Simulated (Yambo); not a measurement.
G0W0@PBE for GaN (wurtzite, space group P6_3mc, No. 186) in Yambo. Reference settings: 6×6×2 Γ-centred k mesh, bands 9 to 215 and a 15 Ry block in the screening, 215 bands in G with the Bruneval-Gonze terminator, plasmon pole fitted at 27.2 eV. The PBE gap Γ → Γ on this mesh is 1.96 eV; G0W0 gaps are taken between the same points.

The settings were changed. The gap went from 2.93 eV to 3.04 eV, and the shift of the valence edge from -0.61 eV to -0.31 eV.

What was changed between the two runs?
(A) 82 bands in G, no terminator
(B) 53 bands in W, 53 bands in G, 12 Ry block
(C) no terminator
(D) 138 bands in G, no terminator

B, 53 bands in W, 53 bands in G, 12 Ry block. The others gave (gap, valence shift): no terminator: 2.86, -0.48 eV; 82 bands in G, no terminator: 2.73, -0.09 eV; 138 bands in G, no terminator: 2.81, -0.35 eV.

Spin-orbit coupling is not included.

Geometry relaxed with PBEsol; primitive cell a = 3.184 Å, b = 3.184 Å, c = 5.187 Å, α = 90.00°, β = 90.00°, γ = 120.00°.

A shift is the quasiparticle energy of the state minus its PBE energy.

The potentials are those of PseudoDojo's stringent table.
